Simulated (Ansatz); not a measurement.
This run works on a proposed trial structure, not on a known crystal.

Input and command of a plane-wave DFT calculation in Ansatz:

```yaml
crystal:
  lattice:
    - [1.682137137, 0.9711823289, 10.7475730651]
    - [-1.682137137, 0.9711823289, 10.7475730651]
    - [0.0, -1.9423646578, 10.7475730651]
  atoms:
    - { symbol: Cd, position: [0.8705237385, 0.8705237385, 0.8705237385] }
    - { symbol: Cd, position: [0.3759862344, 0.3759862344, 0.3759862344] }
    - { symbol: Cd, position: [0.6240137656, 0.6240137656, 0.6240137656] }
    - { symbol: Cd, position: [0.1294762615, 0.1294762615, 0.1294762615] }
    - { symbol: O, position: [0.2470758792, 0.2470758792, 0.2470758792] }
    - { symbol: O, position: [0.0, 0.0, 0.0] }
    - { symbol: O, position: [0.7529241208, 0.7529241208, 0.7529241208] }
basis:
  ecutwfc: 500
kpoints:
  mp_grid: { grid: [12, 12, 12] }
hamiltonian:
  xc: r2scan
scf:
  occupations: { method: gaussian, width: 0.1 }
output:
  forces: true
  stress: true
  eigenvalues: true
```

```bash
ansatz run input.yaml --threads 1 --pin off --max-ram 2560MiB --backend cpu --events-out ev --progress --plain --runs-dir out
```

Processor: Arm Neoverse V2, 1 thread, on a host shared with other jobs.

Estimate time, memory and problem size.

About 120 s, peak memory 1.2 GiB. It solves 59 bands at 189 k points (after reduction by symmetry) with about 2661 plane waves, in 10 SCF iterations.
